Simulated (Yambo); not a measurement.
```
CELL_PARAMETERS angstrom
      3.65115     0.00000     0.00000
     -1.82557     3.16199     0.00000
      0.00000     0.00000     8.82903
ATOMIC_POSITIONS crystal
  O  0.55113 0.55113 0.00000
  O  0.44887 0.00000 0.33333
  O  0.00000 0.44887 0.66667
  Hg 0.23333 0.23333 0.50000
  Hg 0.76667 0.00000 0.83333
  Hg 0.00000 0.76667 0.16667
```

HgO (space group P3_121, No. 152): mean Im ε in 1 eV windows above the direct gap of 2.56 eV, for different electron-hole kernels (Yambo, broadening 0.15 eV, norm-conserving PBEsol (Quantum ESPRESSO, 84 Ry, with spin-orbit coupling) bands; 6×6×2 mesh, 18 valence and 6 conduction bands, static screening with 152 bands and a 3 Ry block, scissor 1.07 eV, Tamm-Dancoff; field along x).

```json
[
 {"window (eV)": "2.6 to 3.6", "independent quasiparticles": "1.0", "RPA (no attraction)": "0.8", "BSE": "2.6"},
 {"window (eV)": "3.6 to 4.6", "independent quasiparticles": "3.7", "RPA (no attraction)": "2.4", "BSE": "4.2"},
 {"window (eV)": "4.6 to 5.6", "independent quasiparticles": "5.7", "RPA (no attraction)": "4.2", "BSE": "3.8"}
]
```

This run doesn't resolve bound excitons or single peaks, so only averages are given, and they too depend on the mesh; weight that the attraction moves below the gap isn't listed. All transitions below 6.36 eV are in the band window. The scissor comes from a G0W0 run whose convergence isn't established.

Geometry relaxed with PBE+D3(BJ).

The structure is a Materials Project entry; no match was found in the copy of COD used, and its stability was not checked.
